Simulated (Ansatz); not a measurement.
La2NCl3 in space group Ibam (No. 72; La on 8j, N on 4a, Cl on 4b, Cl on 8j), plane-wave PAW r²SCAN (Ansatz code). The conduction-band minimum lies at Γ, with 1 equivalent valley. Second derivatives d²E/dk² of the lowest band at one valley (eV·Å²), along Cartesian directions:

| direction | d²E/dk² |
|---|---|
| [100] | 10.64 |
| [010] | 2.923 |
| [001] | 2.228 |
| [110] | 6.785 |
| [101] | 6.436 |
| [011] | 2.577 |

Find the principal effective masses, the density-of-states mass and the conductivity mass.

Off-diagonal terms follow from H_xy = H[110] − (H_xx + H_yy)/2, and m*/mₑ = 7.620 eV·Å² over each eigenvalue: 0.72, 2.6, 3.4. One valley's DOS mass (m₁m₂m₃)^(1/3) = 1.9, conductivity mass 3/(Σ 1/mᵢ) = 1.4 mₑ.

What effective density of states Nc follows at 300 K for parabolic valleys?

Nc = 2.509e19 × 1 × (1.9)^(3/2) ≈ 6.6e19 cm⁻³.

The workflow started from a Materials Project entry (that database holds measured and hypothetical structures alike); the Crystallography Open Database copy checked does not list it. Whether it is the stable phase at ambient conditions was not checked. Symmetry was held in the r²SCAN relaxation; whether a distortion lowers the energy is not shown. Spin–orbit coupling is left out wherever it is not named.

Potentials: the later of the program's two PAW sets.

Edges and masses are those of Kohn–Sham bands, whose gap is no quasiparticle gap.
